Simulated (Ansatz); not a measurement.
Calculation for SrC₂ (CaC2 type): DFT, r2SCAN, all-electron PAW with datasets made for the crystal, scalar-relativistic (Ansatz 0.2.0).

The cell comes from a relaxation on PAW files under the same functional, begun from a prototype that needn't be the stable phase.

Command: `ansatz run input.yaml --threads 1 --pin off --max-ram 3072MiB --backend cpu --events-out ev --progress --plain --runs-dir out` It took 110 s on 1 thread of Arm Neoverse V2, with other jobs on the host, peak memory 1.7 GiB.

```yaml
crystal:
  lattice:
    - [-2.0501443808, 2.0501443808, 3.4026539046]
    - [2.0501443808, -2.0501443808, 3.4026539046]
    - [2.0501443808, 2.0501443808, -3.4026539046]
  atoms:
    - { symbol: Sr, position: [0.0, 0.0, 0.0] }
    - { symbol: C, position: [0.4079593261, 0.4079593261, 0.0] }
    - { symbol: C, position: [-0.4079593261, -0.4079593261, 0.0] }
kpoints:
  mp_grid: { grid: [11, 11, 11] }
scf:
  occupations: { method: fermi_dirac, width: 0.05 }
hamiltonian:
  xc: r2scan
  pseudopotentials: { kind: all_electron, datasets: crystal }
output:
  forces: true
  stress: true
  eigenvalues: true
  efg: { contact_densities: true }
```

Output:

```
hamiltonian.pseudopotentials.datasets: crystal makes datasets for this crystal and solves the spheres of its atoms anew in each pass: cutoff 740.0 eV, the density's 5180.0 eV; for an error of 0.50 meV an atom under PBE, 1.5 meV for the cell; an energy difference from a run of another recipe may be off by several times the error for the cell, under r2SCAN by more, where some 0.1 meV an atom stays at smaller errors; C in spheres of 0.624 Å, 4 of its electrons in bands; Sr in spheres of 1.376 Å, 10 of its electrons in bands
band count auto-derived: 14 (N_el = 18.0; filled up to band 9; 13 by the electrons, moments and atoms)
Sr: output.efg is read without spin–orbit coupling, which moves field gradients at and beside such atoms by some per cent and up to a factor of two; PAW files take it under magnetization.noncollinear and magnetization.spin_orbit
Engine: ansatz 0.2.0
Pseudopotentials: kind: all_electron
Pseudopotential: Sr, paw, valence charge 10, recommended cutoff 740 eV (normal), crystal/all_electron/r2scan/scalar/gaussian/Sr, Koelling and Harmon's equation, gaussian nucleus
Pseudopotential: C, paw, valence charge 4, recommended cutoff 740 eV (normal), crystal/all_electron/r2scan/scalar/gaussian/C, Koelling and Harmon's equation, gaussian nucleus
Functional definition: r2SCAN
  parameter k0 = 0.174
  parameter k1 = 0.065
  parameter a1 = 4.9479
  exchange = r2scan_x(k0 = k0, k1 = k1, a1 = a1)
  correlation = r2scan_c
Crystal: 3 atoms, lattice volume = 57.207 Å³
Basis set: ecut = 740 eV, 2607 PW (Γ), exchange–correlation on 162×162×162 points (27 copies of the dense FFT grid, shifted against one another)
Bands: 14, of which v1, the nominal top of the filled ones, is band 9 counted from 1 (8 counted from 0)
Symmetry: 16 space group operations
Space group: I4/mmm (ITA 139), of the structure as read, at distance tolerance 3.9e-5 Å
k-points: 126 of 1331
Non-local potential: Sr, projectors of the file, l = 0: 2, l = 1: 2, l = 2: 2
Non-local potential: C, projectors of the file, l = 0: 1, l = 1: 1
PAW form: soft (Blöchl's): semilocal exchange-correlation on the pseudo side does not see the compensation charge
PAW one-centre angular grid: Sr, 302 points (default); XC on its mesh's 1893 points in the sphere
PAW one-centre angular grid: C, 302 points (default); XC on its mesh's 1813 points in the sphere
Initial density: superposition of atomic densities (neutral atoms: chi_scale 0, normalization atom)
Initial wavefunctions: pseudopotential atomic-orbital guess
Functional: x = r2scan, c = r2scan; τ floored in thin density (d = 2e-4 eV/Å³)
iter 1 solved again at ethr=4.32e-2 eV; its pass at ethr=1.00e-1 eV (dr2=7.78e0 eV) is discarded
SCF iter   1: F=—  HF=-88611.572125 eV  |F-HF|=—  |Δ(HF+E_count)|=         —  Δρ=1.02e-1  dr2=8.04e0  dr2_τ=1.37e0  ethr=4.32e-2  ⟨swp⟩=2.3  Hψ=10915  notcnv=0
preconditioner: auto → none  [insulator: Δε(μ)=3.732 eV  Ē_g=15.850 eV  σ=0.050 eV  W_gap=1.00  n_scr=14 (ndim 8)  ℏωp=19.6 eV  f_vac=0.000  D(μ)=0.00/eV (n_scr^D=0)  ε∞_Penn≈2.5]
iter 2 solved again at ethr=1.49e-3 eV; its pass at ethr=4.32e-2 eV (dr2=2.67e-1 eV) is discarded
SCF iter   2: F=—  HF=-88609.115913 eV  |F-HF|=—  |Δ(HF+E_count)|=    2.46e0  Δρ=3.14e-2  dr2=2.68e-1  dr2_τ=2.62e-1  ethr=1.49e-3  ⟨swp⟩=3.4  Hψ=8923  notcnv=0  defer=41
SCF iter   3: F=—  HF=-88609.120582 eV  |F-HF|=—  |Δ(HF+E_count)|=   4.67e-3  Δρ=1.27e-2  dr2=3.81e-2  dr2_τ=5.50e-3  ethr=1.49e-3  ⟨swp⟩=4.0  Hψ=4397  notcnv=0  defer=15
SCF iter   4: F=—  HF=-88609.134321 eV  |F-HF|=—  |Δ(HF+E_count)|=   1.37e-2  Δρ=1.18e-3  dr2=7.21e-4  dr2_τ=3.38e-4  ethr=2.12e-4  ⟨swp⟩=3.1  Hψ=4678  notcnv=0  defer=16
SCF iter   5: F=—  HF=-88609.135852 eV  |F-HF|=—  |Δ(HF+E_count)|=   1.53e-3  Δρ=2.53e-4  dr2=1.56e-5  dr2_τ=2.35e-5  ethr=4.01e-6  ⟨swp⟩=3.2  Hψ=4652  notcnv=0  defer=22
SCF iter   6: F=—  HF=-88609.135803 eV  |F-HF|=—  |Δ(HF+E_count)|=   4.81e-5  Δρ=5.87e-5  dr2=2.93e-7  dr2_τ=3.57e-7  ethr=8.64e-8  ⟨swp⟩=3.1  Hψ=4182  notcnv=0  defer=14
SCF iter   7: F=-88609.135806 eV  HF=-88609.135806 eV  |F-HF|=6.90e-9  |Δ(HF+E_count)|=   2.32e-6  Δρ=6.37e-6  dr2=1.99e-8  dr2_τ=8.36e-9  ethr=1.63e-9  ⟨swp⟩=3.7  Hψ=4168  notcnv=0  defer=8
SCF 1 converged in 7 iterations: F = -88609.135804 eV  dr2 = 1.99e-8
  Residual-converged pass: ⟨swp⟩=4.2  Hψ=4742  notcnv=0  max |occ|·‖R‖ = 6.4e-6 eV (tolerance 6.5e-6 eV)  dr2=2.10e-8  dr2_τ=8.70e-9  dr2_onsite=9.36e-8  max |Δocc| = 5.4e-14
  greatest PAW one-centre occupation: 0.989 electrons in one spin orbital (limit 2), on the Sr atom at site 0 (counted from 0), in its partial waves of l = 0
SCF converged after 7 iterations
Free energy (F): -88609.135804 eV
Harris-Foulkes:  -88609.135804 eV  (|F-HF|=6.90e-9)
Internal energy: -88609.135804 eV  (E = F + TS)
E sigma→0 (E₀):  -88609.135804 eV
Past the cutoff: the bands carry plane waves up to 2.50 times it, of which those up to 1.5 times it add -0.000281 eV an atom, each by itself; the spheres take 0.000122 eV an atom off the energy for waves past 2.50 times it
Past the cutoffs: a stress includes 0.0016 GPa for waves and charges beyond them, in addition to the slope of what the spheres take
In the spheres:  the bands' charges fall short by 1.4e-7 e at most (sound up to 1e-3)
Fermi energy:    6.447651 eV
--- Per-component energies (eV) ---
  E_band       = -106.306166
  E_kinetic    = 300.249780
  E_local      = -646.375065  (includes V_loc(G=0)·N_el)
  E_nonlocal   = 121.767102
  E_hartree    = 250.509784
  E_xc         = -148.906551
  E_vxc        = -213.306670  (∫ρ·V_xc dr)
  E_paw        = -88783.121181  (= ΣΔE_a)
  E_vpaw       = -1360.804274  (= ΣTr[D̂ρ^β])
  E_vtau       = 13.719816  (kinetic-family band-sum trace: ∫τ·v_τ [+ j·A + Jᵃ·Aᵃ] dr)
  E_ewald      = -880.681558
  E_smearing   = -0.000000  (= −TS)
  E_closure    = 1177.421886  (closes the sum)
  Σ components = -88609.135804   (vs F -88609.135804, Δ=0.00e0)
  The terms above E_closure are by the made datasets' own strengths, without shells solved beside the bands.
--- Forces (eV/Å), atoms counted from 1 ---
  atom   1  Sr    -0.00000000     0.00000000    -0.00000000
  atom   2  C     -0.00000000    -0.00000000     0.01125844
  atom   3  C     -0.00000000    -0.00000000    -0.01125844
  max |Σ_I F_I| component: 8.33e-17 eV/Å
--- Stress (GPa, compression-positive) ---
        0.002566      -0.000000       0.000000
       -0.000000       0.002566      -0.000000
        0.000000      -0.000000      -0.038228
  P = ⅓ Tr σ = -0.0110 GPa (-0.110 kbar)
--- PAW observables at the nuclei: V_zz in 10²¹ V/m², potentials from the cell's mean, atoms counted from 1 ---
  atom   1  Sr V_zz =    -6.072824   η = 0.0000   by run symmetry: allowed
            electrostatic potential = -5506.922450 V   contact ρ = 400515.341841 e/Å³
  atom   2  C  V_zz =    -7.348999   η = 0.0000   by run symmetry: allowed
            electrostatic potential = -414.929981 V   contact ρ = 868.571875 e/Å³
  atom   3  C  V_zz =    -7.348999   η = 0.0000   by run symmetry: allowed
            electrostatic potential = -414.929981 V   contact ρ = 868.571875 e/Å³
--- Band table (eV; the first three rows and the last of 126) ---
  k-point 0: bands = ["-28.8842", "-10.2509", "-10.2509", "-10.1366", "-7.7695", "2.7717", "3.2525", "4.5771", "4.5771", "9.3434", "9.3434", "10.5321"]
  k-point 1: bands = ["-28.8821", "-10.3063", "-10.2625", "-10.1416", "-7.6858", "2.7100", "3.2201", "4.4215", "4.5261", "9.1137", "9.6592", "10.8352"]
  k-point 2: bands = ["-28.8766", "-10.4149", "-10.2936", "-10.1551", "-7.5283", "2.5732", "3.0991", "4.2683", "4.4168", "8.5958", "10.5221", "11.6618"]
  k-point 125: bands = ["-28.8709", "-10.3461", "-10.3320", "-10.2953", "-7.5923", "1.4806", "4.0774", "4.1591", "5.3394", "9.4460", "12.3833", "12.7208"]
```
